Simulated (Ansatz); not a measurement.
NaTa₂FeP₆: reading a single point

```
CELL_PARAMETERS angstrom
0.00000 4.09943 4.09943
4.09943 0.00000 4.09943
4.09943 4.09943 0.00000
ATOMIC_POSITIONS crystal
Fe 0.00000 0.00000 0.00000
P 0.77160 0.22840 0.22840
P 0.22840 0.77160 0.22840
P 0.22840 0.77160 0.77160
P 0.77160 0.22840 0.77160
P 0.22840 0.22840 0.77160
P 0.77160 0.77160 0.22840
Ta 0.25000 0.25000 0.25000
Ta 0.75000 0.75000 0.75000
Na 0.50000 0.50000 0.50000
```

The numbers come from plane-wave PAW DFT (Ansatz): PBE, no spin polarisation, 420 eV, 7×7×7 Γ-centred k points, fermi-dirac occupations (width 0.1 eV). Nothing was relaxed.

(1) Which element gives electrons and which takes them?

(2) Is there a gap?

(3) Which atom feels the largest force, and which way?

(4) Is the cell too large or too small?

(5) What is the formation energy?

Origin: a known structure type with other elements, at an estimated volume, so it need not be a known compound. Caveats: no spin polarisation, so a magnetic state may lie lower; atoms or cell far from equilibrium.

## Answers

(1) Bader charges in e: Na +0.72, Ta +1.27, Fe -1.10, P -0.36. In the mean Ta gives up most and Fe takes most.

(2) It is a metal, with about 8.1 states/eV a cell as the mean within 0.25 eV of the Fermi level, mostly Ta d (50 %) and P p (31 %).

(3) The largest is on P3 (and as large on other atoms): 5.07 eV/Å, components (0.00, 5.07, 0.00). It makes 180° with the line to a nearest neighbour, Fe1 at 1.87 Å, pointing away from it.

(4) The pressure is 46.2 GPa (compression positive), so with the atoms held at these fractions the cell would first expand; the forces are large, so a full relaxation may end otherwise.

(5) 1.51 eV an atom against the elements' usual phases (free molecules for gases, crystals otherwise, with no correction for O₂ or N₂), so at this geometry it isn't bound against them. Relaxing would lower it.
